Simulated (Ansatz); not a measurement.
## Compressing CdS: a fit and a missing row

CdS, P6_3mc, a = 4.164 Å, c = 6.765 Å. Ansatz: r2SCAN, PAW, 500 eV, Γ-centred 6×6×4 mesh on 4 atoms, Gaussian smearing 0.02 eV; no spin polarisation. Shape and atoms are relaxed at each volume; pressure is positive in compression.

| V (Å³/atom) | P (GPa) |
| --- | --- |
| 22.351 | ? |
| 23.113 | 7.03 |
| 23.875 | 4.29 |
| 24.637 | 1.97 |
| 25.399 | 0.00 |
| 26.161 | -1.67 |
| 26.923 | -3.09 |
| 27.939 | -4.65 |

Question: Take V0 = 25.399 Å³/atom, fit the third-order Birch–Murnaghan form to the other rows, and predict the missing pressure.

Answer: With the Eulerian strain f = ½[(V0/V)^(2/3) − 1] and y = P/[3f(1 + 2f)^(5/2)], the form is the line y = B0 + 1.5 B0 (B0′ − 4) f. Rows (f, y): 0.03245, 61.7; 0.02106, 61.2; 0.01026, 60.8; -0.00976, 59.9; -0.01905, 59.6; -0.03078, 59.0. Means f = 0.0006967, y = 60.367; Σ(Δf)² = 0.003004, ΣΔfΔy = 0.1265; the slope is their ratio. y = 60.34 + 42.10 f GPa, so B0 = 60.3 GPa and B0′ = 4 + 2 × (42.10)/(3 × 60.34) = 4.47. At V = 22.351, f = 0.04448, y = 62.21 and P = 10.27 GPa. The run gave 10.26 GPa, so the fit is 0.01 GPa too high, a small miss on the scale of the series.

Cost: 8 runs of about 8.3 core-minutes in all, on Intel Xeon Processor @ 2.50GHz (Skylake/Cascade Lake) (shared hosts).